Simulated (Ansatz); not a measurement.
MnGa2S4 in space group I-4 (No. 82; Mn on 2d, Ga on 2c, Ga on 2b, S on 8g), plane-wave PAW r²SCAN (Ansatz code). The conduction-band minimum lies at M, with 1 equivalent valley. Second derivatives d²E/dk² of the lowest band at one valley (eV·Å²), along Cartesian directions:

```json
[
 {"direction": "[100]", "d²E/dk²": "12.45"},
 {"direction": "[010]", "d²E/dk²": "12.45"},
 {"direction": "[001]", "d²E/dk²": "3.467"},
 {"direction": "[110]", "d²E/dk²": "12.46"},
 {"direction": "[101]", "d²E/dk²": "7.958"},
 {"direction": "[011]", "d²E/dk²": "7.958"}
]
```

Problem. Find the principal effective masses, the density-of-states mass and the conductivity mass.

Solution. Off-diagonal terms follow from H_xy = H[110] − (H_xx + H_yy)/2, and m*/mₑ = 7.620 eV·Å² over each eigenvalue: 0.61, 0.61, 2.2. One valley's DOS mass (m₁m₂m₃)^(1/3) = 0.94, conductivity mass 3/(Σ 1/mᵢ) = 0.81 mₑ.

Problem. What effective density of states Nc follows at 300 K for parabolic valleys?

Solution. Nc = 2.509e19 × 1 × (0.94)^(3/2) / 2 (one spin channel) ≈ 1.1e19 cm⁻³.

The workflow started from a Materials Project entry (that database holds measured and hypothetical structures alike); the Crystallography Open Database copy checked does not list it. COD files the formula under space group No. 15. Its standing as an ambient phase is unchecked. Symmetry was held in the r²SCAN relaxation; its stability against distortions is not shown here. Spin order of the final state: ferromagnetic, chosen from 3 collinear starts compared on coarse meshes (ties went to the first, and starts can fall back to one state), not a proven ground state. Other orbital occupations within this spin state were not tried. No Hubbard U is applied. Spin–orbit coupling is left out wherever it is not named.

Potentials: the later of the program's two PAW sets.

Edges and masses are those of Kohn–Sham bands, whose gap is no quasiparticle gap.
